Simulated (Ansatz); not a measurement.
An element in the bcc structure gives these cold pressures by all-electron LAPW under PBE (Ansatz 0.2.0, scalar-relativistic, no spin polarisation).

```tsv
V (Å³/atom)	P (GPa)
73.74	0.01
66.37	0.47
58.99	1.23
51.62	2.51
44.25	4.77
36.87	8.92
29.50	16.82
```

Q: Which element is it?

A: K. Its zero-pressure volume in this structure is near 73.7 Å³/atom; the volume and the steepness of P(V) together point to it, though neighbours can come close. Neighbours weren't tried against these numbers.
